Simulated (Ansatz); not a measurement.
A relaxed cell of Mo (Im-3m (No. 229)), relaxed on a k-mesh at least as fine as the one used below. These are r2SCAN (plane waves to 500 eV, PAW, scalar-relativistic; Ansatz, an electronic-structure program) values and carry that method's errors. Γ-centred k-mesh 14×7×14 on the run's cell (coarser than for final values), Fermi–Dirac smearing 0.05 eV.

```xyz
2
Lattice="-1.5754 1.5754 1.5754 3.1509 -3.1509 3.1509 1.5754 1.5754 -1.5754" Properties=species:S:1:pos:R:3 pbc="T T T"
Mo     0.0000     0.0000     0.0000
Mo     1.5754    -1.5754     1.5754
```

The atoms are displaced by (Å):

| atom | ux | uy | uz |
|---|---|---|---|
| Mo1 | 0.074 | 0.014 | -0.066 |
| Mo2 | 0.060 | -0.103 | 0.215 |

### Question
What forces (eV/Å) and pressure result?

### Answer
| atom | Fx | Fy | Fz |
|---|---|---|---|
| Mo1 | 0.70 | -0.42 | 2.70 |
| Mo2 | -0.70 | 0.42 | -2.70 |

Pressure +5.9 GPa.

No spin polarisation in the result.

The run that gave the undisplaced cell could not lose the symmetry of its start; a randomly shaken copy of 2 atoms returns to this structure.
